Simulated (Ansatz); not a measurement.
MnO (rock salt)

```xyz
2
Lattice="0.0000 2.2202 2.2202 2.2202 0.0000 2.2202 2.2202 2.2202 0.0000" Properties=species:S:1:pos:R:3 pbc="T T T"
O      0.0000     0.0000     0.0000
Mn     2.2202     2.2202     2.2202
```

The slice is a {110} plane (indices of the conventional cell) through the point (0.500, 0.500, 0.500) (fractional), spanned by u = [100] and v = [1 -1 -1] in vectors of this cell: u (3.14 Å) and v (4.44 Å, at 90° to u). It covers one period; positions are fractions (u, v).

Calculation: PBE (plane waves to 420 eV, PAW, scalar-relativistic; Ansatz, a quantum-chemistry and plane-wave program). k mesh 18×18×18. Inside the PAW spheres the values are not all-electron values, and peaks at nuclei hang on which shells count as valence. MnO is run spin-polarised and with no Hubbard U; the real compound is an antiferromagnetic insulator, a state that this run doesn't describe. MnO was relaxed with its symmetry unable to fall. Relaxed MnO ends ferromagnetic. Other magnetic orders were not checked, so this need not be the ground state.

Three fields on this plane, each scaled to ten steps between its own extremes (0 low, 9 high; the total valence density on a logarithmic scale, the potential cut 8 eV below its top; x marks points blanked near nuclei; v = 0 in the bottom row):

Map A
```
|xxxxxxx0257887520xxxxxx|
|xxxxxxx0367887630xxxxxx|
|xxxxxx004688886400xxxxx|
|xxxxxx025789987520xxxxx|
|xxxxx01468899886410xxxx|
|xxx002467899998764200xx|
|00013567899999987653100|
|33456788999999998876543|
|55677899999999999988765|
|xxx789999999999999987xx|
|xxxxx99999999999999xxxx|
|xxxxxx999999999999xxxxx|
|xxxxxx899998899998xxxxx|
|xxxxxxx9998888999xxxxxx|
|xxxxxxx8988888998xxxxxx|
|xxxxxxx8998888998xxxxxx|
|xxxxxxx8998888898xxxxxx|
|xxxxxxx9998888999xxxxxx|
|xxxxxx899998899998xxxxx|
|xxxxxx999999999999xxxxx|
|xxxxx99999999999999xxxx|
|xxx789999999999999987xx|
|55678899999999999987765|
|33456788999999998876543|
|00013567899999987653100|
|xxx002467899998764200xx|
|xxxxx01468899886410xxxx|
|xxxxxx025789987520xxxxx|
|xxxxxx004688886400xxxxx|
|xxxxxxx0367887630xxxxxx|
|xxxxxxx0257887520xxxxxx|
|xxxxxxx0257887520xxxxxx|
```

Map B
```
|xxxxxxx3110000113xxxxxx|
|xxxxxxx2110000112xxxxxx|
|xxxxxx321100001123xxxxx|
|xxxxxx211000000112xxxxx|
|xxxxx32110000001123xxxx|
|xxx321110000000011123xx|
|11111110000000000111111|
|11111100000000000011111|
|33332210000000000122333|
|xxx764210000000012467xx|
|xxxxx85210000001258xxxx|
|xxxxxx742000000247xxxxx|
|xxxxxx962100001269xxxxx|
|xxxxxxx7310000137xxxxxx|
|xxxxxxx7310000137xxxxxx|
|xxxxxxx8410000148xxxxxx|
|xxxxxxx7310000137xxxxxx|
|xxxxxxx7310000137xxxxxx|
|xxxxxx962100001269xxxxx|
|xxxxxx742000000247xxxxx|
|xxxxx85210000001258xxxx|
|xxx764210000000012467xx|
|33332210000000000122333|
|11111100000000000011111|
|11111110000000000111111|
|xxx321110000000011123xx|
|xxxxx32110000001123xxxx|
|xxxxxx211000000112xxxxx|
|xxxxxx321100001123xxxxx|
|xxxxxxx2110000112xxxxxx|
|xxxxxxx3110000113xxxxxx|
|xxxxxxx3110000113xxxxxx|
```

Map C
```
|xxxxxxx7421001247xxxxxx|
|xxxxxxx6311001136xxxxxx|
|xxxxxx953100001359xxxxx|
|xxxxxx742100001247xxxxx|
|xxxxx74211000011247xxxx|
|xxx864311000000113468xx|
|66543211000000001123456|
|22221100000000000011222|
|11000000000000000000001|
|xxx000000000000000000xx|
|xxxxx00000000000000xxxx|
|xxxxxx000000000000xxxxx|
|xxxxxx000000000000xxxxx|
|xxxxxxx0000000000xxxxxx|
|xxxxxxx0000000000xxxxxx|
|xxxxxxx0000000000xxxxxx|
|xxxxxxx0000000000xxxxxx|
|xxxxxxx0000000000xxxxxx|
|xxxxxx000000000000xxxxx|
|xxxxxx000000000000xxxxx|
|xxxxx00000000000000xxxx|
|xxx000000000000000000xx|
|11000000000000000000001|
|22221100000000000011222|
|66543211000000001123456|
|xxx864311000000113468xx|
|xxxxx74211000011247xxxx|
|xxxxxx742100001247xxxxx|
|xxxxxx953100001359xxxxx|
|xxxxxxx6311001136xxxxxx|
|xxxxxxx7421001247xxxxxx|
|xxxxxxx8421001248xxxxxx|
```

Q: Assign the maps to these fields: ELF of the up spins; spin density, up minus down; electrostatic potential energy of an electron, from the cell's mean.

A: A is the electrostatic potential energy of an electron, from the cell's mean; B is the ELF of the up spins; C is the spin density, up minus down.
